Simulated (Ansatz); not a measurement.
Energies of structures of Ir at several levels, each column relative to the first row (Fm-3m, cF4, fcc (Cu type)), in eV/atom. Geometries are relaxed with PBEsol (plane waves to 420 eV, PAW, scalar-relativistic; Ansatz, an electronic-structure program) unless a column says relaxed; all runs are Ansatz, PAW (cutoffs: r2SCAN on this geometry 500 eV). Columns compare only within themselves.

| structure | PBEsol | r2SCAN on this geometry |
|---|---|---|
| Fm-3m, cF4, fcc (Cu type) | 0.00 | 0.00 |
| P6₃/mmc, hP2, hcp (Mg type) | +0.08 | ___ |
| I4₁/amd, tI4, AFLOW prototype A_tI4_141_a (A5, as in Sn) | +0.75 | ___ |
| Pm-3m, cP1, AFLOW prototype A_cP1_221_a (A_h) | +1.10 | ___ |

Q: Complete the blanks.

A: 
- P6₃/mmc, hP2, hcp (Mg type), r2SCAN on this geometry: +0.09
- I4₁/amd, tI4, AFLOW prototype A_tI4_141_a (A5, as in Sn), r2SCAN on this geometry: +0.69
- Pm-3m, cP1, AFLOW prototype A_cP1_221_a (A_h), r2SCAN on this geometry: +1.03

At r2SCAN on this geometry the lowest of those computed is still Fm-3m, cF4, fcc (Cu type).

Probably no minimum, since a slightly shaken restart fell lower: I4₁/amd, tI4, AFLOW prototype A_tI4_141_a (A5, as in Sn) (by 0.75 eV/atom, to Fm-3m); Pm-3m, cP1, AFLOW prototype A_cP1_221_a (A_h) (by 0.67 eV/atom, to I4/mmm). Each run could gain symmetry but not lose that of its start, so entries can be saddle points. From databases, or of a type measured for this composition: Fm-3m, cF4, fcc (Cu type); the others are generated cells (placed on structure types, drawn at random, substituted or restacked) that were not matched to a known phase here. Static energies at zero pressure. Each cell has its own k-point mesh; energy differences are given only to the digits this allows. No spin polarisation in the result.
